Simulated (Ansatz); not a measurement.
All numbers below come from DFT PBE, scalar-relativistic, plane waves, PAW (Ansatz). Settings: cutoff 420 eV, Γ-centred meshes spaced at most about 0.3 Å⁻¹ (2π included), Gaussian smearing. No spin polarisation in the final relaxations.

All energies are static (0 K, no zero-point motion).

Two forms of SnPb3O4 were relaxed alike.

A.

Space group P4mm (No. 99). a = 4.002 Å, b = 4.002 Å, c = 10.913 Å, α = 90.00°, β = 90.00°, γ = 90.00°
```
atom  site  symmetry       x       y       z
  Sn    1a       4mm  0.0000  0.0000  0.1076
  Pb    1a       4mm  0.0000  0.0000  0.6052
  Pb    1b       4mm  0.5000  0.5000  0.3832
  Pb    1b       4mm  0.5000  0.5000  0.8945
   O    2c      2mm.  0.0000  0.5000  0.0083
   O    2c      2mm.  0.0000  0.5000  0.4965
```

B.

Space group I4mm (No. 107). a = 5.661 Å, b = 5.661 Å, c = 10.839 Å, α = 90.00°, β = 90.00°, γ = 90.00°
```tsv
atom	site	symmetry	x	y	z
Sn	2a	4mm	0.5000	0.5000	0.3506
Pb	4b	2mm.	0.0000	0.5000	0.1382
Pb	2a	4mm	0.0000	0.0000	0.3627
O	8c	..m	0.7446	0.7446	0.2526
```

Question: Which placement of the atoms is lower in energy, and by how much?

Answer: B is lower, by 13 meV/atom. The two share one framework of sites and differ in which element sits where. A has space group P4mm (No. 99), 21.8 Å³/atom and a gap of 1.48 eV on its mesh; B has space group I4mm (No. 107), 21.7 Å³/atom and a gap of 1.33 eV. Counting O atoms around Pb and Sn (those within 1.25 times the shortest such distance or 1.15 times the sum of covalent radii), A and B both have Sn 4, Pb 4. In A, Sn is surrounded by 4 O at 2.28 Å; Pb on its first site has 4 O at 2.33 Å; O on its first site has 2 Sn at 2.28 Å, 2 Pb at 2.36 Å and 4 O at 2.83 Å; 3 more sites not described. In B, around Sn lie 4 O at 2.23 Å; around Pb on a site of symmetry 2mm lie 4 O at 2.36 Å; around O lie 1 Sn at 2.23 Å, 3 Pb at 2.36–2.37 Å and 4 O at 2.77–2.89 Å; 1 more site not described. Both come from invented guesses.

No dispersion correction is applied, so the spacing and binding between layers, chains or molecules are poorly described (P4mm, I4mm), and this can change margins and order among such cells. These runs have no spin–orbit coupling, which can matter for Pb. Kohn–Sham gaps at this level usually fall short of measured ones. The missing spin–orbit coupling can work the other way here. With atoms moved at random, I4mm came back. Other cells relaxed within their symmetry can be saddle points.
